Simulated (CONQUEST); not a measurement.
A self-consistent single point of Si (P6_3/mmc, 16 atoms in the cell; from Materials Project mp-165, changed as shown) with CONQUEST.

Computed with LDA (PW92), numerical atomic orbitals double-zeta with polarisation (the shipped basis), PseudoDojo norm-conserving potentials made for LDA in CONQUEST.

The change in words: 2 x 1 x 1 supercell, mesh divided and rounded up; Diag.MPMeshX: 5 3 3 → 3 3 3. Reference geometry (P6_3/mmc):
```xyz
8
Lattice="3.9191 0.0000 0.0000 0.0000 6.7880 0.0000 0.0000 0.0000 6.4776" Properties=species:S:1:pos:R:3 pbc="T T T"
Si     0.0000     2.2627     0.4082
Si     1.9595     1.1313     6.0695
Si     1.9595     1.1313     3.6470
Si     0.0000     2.2627     2.8307
Si     1.9595     5.6567     0.4082
Si     0.0000     4.5253     6.0695
Si     0.0000     4.5253     3.6470
Si     1.9595     5.6567     2.8307
```

Reference input (self-consistent single point, DFT, LDA (PW92), numerical atomic orbitals double-zeta with polarisation (the shipped basis), PseudoDojo norm-conserving potentials made for LDA): basis = DZP; Diag.MPMeshX, Y, Z = 5 3 3; potentials = PseudoDojo norm-conserving LDA; Grid.GridCutoff = 70 Ha; DM.SolutionMethod = diagon; Diag.SmearingType = 1; Diag.kT = 0.000367 Ha; Diag.GammaCentred = true; Diag.MPOrder = 0; minE.SCTolerance = 1.0e-07; SC.MaxIters = 100; SC.LinearMixingFactor = 0.5. This run's input differs from it in these lines:

```diff
@@ -19,3 +19,3 @@
 Diag.MPMesh                    T
-Diag.MPMeshX                   5
+Diag.MPMeshX                   3
 Diag.MPMeshY                   3
@@ -33,14 +33,22 @@
 # file: input.coords
-     3.919057000      0.000000000      0.000000000
+     7.838114000      0.000000000      0.000000000
      0.000000000      6.788006000      0.000000000
      0.000000000      0.000000000      6.477637000
-8
+16
     0.000000000     2.262666404     0.408155907  1 T T T
+    3.919057000     2.262666404     0.408155907  1 T T T
     1.959528500     1.131336596     6.069481093  1 T T T
+    5.878585500     1.131336596     6.069481093  1 T T T
     1.959528500     1.131336596     3.646974407  1 T T T
+    5.878585500     1.131336596     3.646974407  1 T T T
     0.000000000     2.262666404     2.830662593  1 T T T
+    3.919057000     2.262666404     2.830662593  1 T T T
     1.959528500     5.656669404     0.408155907  1 T T T
+    5.878585500     5.656669404     0.408155907  1 T T T
     0.000000000     4.525339596     6.069481093  1 T T T
+    3.919057000     4.525339596     6.069481093  1 T T T
     0.000000000     4.525339596     3.646974407  1 T T T
+    3.919057000     4.525339596     3.646974407  1 T T T
     1.959528500     5.656669404     2.830662593  1 T T T
+    5.878585500     5.656669404     2.830662593  1 T T T
```

Output (repeated stretches shortened):

```
    new_SC_potl: Starting.  Tolerance:  0.10000E-06

    PulayMixSC: Starting Pulay mixing, A_up =  0.500 A_dn =  0.500
    PulayMixSC: Spin non-polarised calculation.
          Harris-Foulkes Energy            :     -1854.463322980172052 eV
          (TS=0 as O(N) or entropic contribution is negligible)
          DFT Total Energy                 :     -1852.904398962380355 eV
          Total number of electrons        :        64.000000000003411
    PulayMixSC: Pulay iteration     1 residual:              0.28718E-02
          Harris-Foulkes Energy            :     -1853.414073738374782 eV
   [... lines left out ...]
          (TS=0 as O(N) or entropic contribution is negligible)
          DFT Total Energy                 :     -1853.233553953727096 eV
          Total number of electrons        :        64.000158830796266
    PulayMixSC: Pulay iteration     6 residual:              0.70323E-06
          Harris-Foulkes Energy            :     -1853.233554006553959 eV
          (TS=0 as O(N) or entropic contribution is negligible)
          DFT Total Energy                 :     -1853.233554006508712 eV
          Total number of electrons        :        64.000158860749110
    PulayMixSC: Pulay iteration     7 residual:              0.16618E-07
    PulayMixSC: Reached SCF tolerance of  0.16618E-07 after      7 iterations
      | Number of electrons      =        64.000159
      |* band energy as 2Tr[K.H] =      -671.540921026514980 eV
      |  screened ion-ion energy =     -1183.756463924086120 eV
      |  Ha correction           =       -25.116092289370165 eV
      |  XC correction           =        27.179922153761630 eV
      |* Harris-Foulkes energy   =     -1853.233554006553959 eV
      |* DFT total energy        =     -1853.233554006508712 eV
      |  estimated accuracy      =        -0.000000000045244 eV

    force: Forces on atoms (eV/A )
    force:  Atom   X              Y              Z
    force:     1  -0.0000056833   0.0059318027  -0.0193394637
    force:     2  -0.0000056813   0.0059318026  -0.0193394638
   [... lines left out ...]
    force: Maximum force :        0.01933946(eV/A ) on atom         6 in z direction
   [... lines left out ...]
    force: Force Residual:        0.02022872 eV/A
    force: Total stress:          6.25935598    -0.00000000     0.00000000 GPa
                            -0.00000000     6.44730615     0.00000000
                             0.00000000     0.00000000     6.36984484
    force: Average pressure:     -6.35883566 GPa

    force: Finished force
    get_E_and_F: Change in energy during last step of electronic optimisation:  0.55928E-08
```

The run converged in 7 iterations. CONQUEST prints the stress tensor with tension positive. Against the reference run the free energy falls by 3.8 meV/atom and the pressure hardly changes (-6.33 to -6.36 GPa).

The program uses no crystal symmetry, so grid and mesh can part values that symmetry would make equal. The atom-centred basis is finite, which shifts total energies and pressures against plane waves. This run is one point of a test of settings, so its values need not be converged; read them against the reference run alone. The structure comes from a collection of computed structures, made at another level of theory; the collection holds predicted forms beside known ones. Its lattice was then scaled.

Cost on one core: very roughly 90 core-seconds.
